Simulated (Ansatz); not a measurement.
CrSBr in space group Pmmn (No. 59; Cr on 2b, S on 2a, Br on 2a), the program Ansatz at the PBEsol level (PAW), all energies at zero smearing, with the estimated change up to a 700 eV cutoff added, with one set of potentials and settings (totals compare only within such a set). Cell of 6 atoms (2 Cr, 2 S, 2 Br): -13945.538 eV.

```csv
element,reference phase,E (eV/atom)
Cr,"Im-3m, 1 atoms in the cell",-3349.1978
S,"Fddd, 32 atoms in the cell",-884.8920
Br,"Cmce, 4 atoms in the cell",-2736.4737
```

Formation energy per atom, worked out: (-13945.538 − 2×(-3349.1978) − 2×(-884.8920) − 2×(-2736.4737))/6 = -0.735 eV/atom (-71 kJ per mol of atoms), at 0 K, without zero-point energy or fitted corrections.

The first step of the workflow began from a Materials Project structure, measured or hypothetical; the Crystallography Open Database copy checked does not list it. Whether it is the stable phase at ambient conditions was not checked. The cell was relaxed with PBEsol under the symmetry of its start; its stability against distortions is not shown here. Spin order of the final state: ferromagnetic, chosen from 5 collinear starts compared on coarse meshes (ties went to the first, and starts can fall back to one state), not a proven ground state. No Hubbard U is applied. A crystal of weakly bound layers computed without a dispersion correction: the cell and the soft elastic constants depend strongly on that. The references are the lowest solids computed at this level, not always the standard phases.

Potentials: the later of the program's two PAW sets.
